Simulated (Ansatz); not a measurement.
**YSi2, one cell by several methods**

```yaml
crystal:
  lattice:
    - [3.83000, 0.00000, 0.00000]
    - [-1.91500, 3.31688, 0.00000]
    - [0.00000, 0.00000, 4.14000]
  atoms:
    - { symbol: Y, position: [0.00000, 0.00000, 0.00000] }
    - { symbol: Si, position: [0.33333, 0.66667, 0.50000] }
    - { symbol: Si, position: [0.66667, 0.33333, 0.50000] }
```

Atoms are numbered in the order listed.

The geometry is COD entry 4344493, unchecked; take it as a test cell.

Spin polarisation is left out, and whether a magnetic state lies lower isn't shown here.

Methods: DFT, PBEsol, PAW with Ansatz's default frozen-core files, scalar-relativistic (Ansatz 0.2.0); DFT, PBEsol, all-electron LAPW, scalar-relativistic (Ansatz 0.2.0).

For PAW: a Γ-centred 12×12×10 k mesh, Fermi–Dirac smearing of 0.05 eV, cutoff 420 eV, no spin polarisation; the PAW files were made with PBE, and the program remakes their frozen cores for this functional. LAPW targets a basis error of 1 meV/atom. The Ansatz runs share mesh, smearing and spin set-up. Plane-wave (PAW) pressures include the program's estimate of the Pulay term.

Stress and pressure are positive in compression.

Levels count from the Fermi level.

PAW results:

| quantity | PAW |
| --- | --- |
| pressure (GPa) | 9.33 |
| stress xx (GPa) | 15.14 |
| stress zz (GPa) | -2.27 |
| highest filled level at L (eV) | -0.326 |
| lowest empty level at L (eV) | 2.675 |
| highest filled level at A (eV) | -0.927 |
| lowest empty level at A (eV) | 0.635 |
| highest filled level at Γ (eV) | -2.062 |
| lowest empty level at Γ (eV) | 0.146 |

Question: What does LAPW (all electrons) give for the same quantities?

Answer: 
| quantity | LAPW |
| --- | --- |
| pressure (GPa) | 9.28 |
| stress xx (GPa) | 15.06 |
| stress zz (GPa) | -2.28 |
| highest filled level at L (eV) | -0.326 |
| lowest empty level at L (eV) | 2.677 |
| highest filled level at A (eV) | -0.926 |
| lowest empty level at A (eV) | 0.636 |
| highest filled level at Γ (eV) | -2.061 |
| lowest empty level at Γ (eV) | 0.142 |
